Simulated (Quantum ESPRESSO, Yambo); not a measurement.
For KBaYB2O6 (space group R3m, No. 160), Yambo gives the independent-particle static dielectric constant along x as 3.48 on PBEsol bands and 3.08 after a scissor of 1.94 eV widens every gap (4×4×4 mesh, 128 bands, 3 Ry local-field block, 0.2 eV broadening). Axes are Cartesian, with cell vectors (Å) (2.74, 1.58, 6.06), (-2.74, 1.58, 6.06), (0.00, -3.16, 6.06).

Question: A scissor keeps the position matrix elements. In a one-oscillator model, how does ε − 1 scale, and what mean transition energy do the two values imply?

Answer: Each transition adds |r|²/E to ε − 1, so ε − 1 ∝ 1/(E0 + Δ). Then (3.08 − 1)/(3.48 − 1) = E0/(E0 + Δ) = 0.839, and E0 = Δ(ε' − 1)/(ε − ε') = 10.1 eV. The computed Im ε, weighted by 1/E up to 20 eV, has its mean at 10.1 eV; the smallest direct PBEsol gap is 3.79 eV. The scissor comes from a G0W0 run whose convergence isn't established. Convergence of the RPA response with its 4×4×4 mesh was not tested.

Bands from Quantum ESPRESSO.

Geometry of the Materials Project entry, not relaxed at this level; primitive cell a = 6.8319 Å, b = 6.8319 Å, c = 6.8319 Å, α = 47.23°, β = 47.23°, γ = 47.23°.

The structure is a Materials Project entry; no match was found in the copy of COD used, and its stability was not checked.
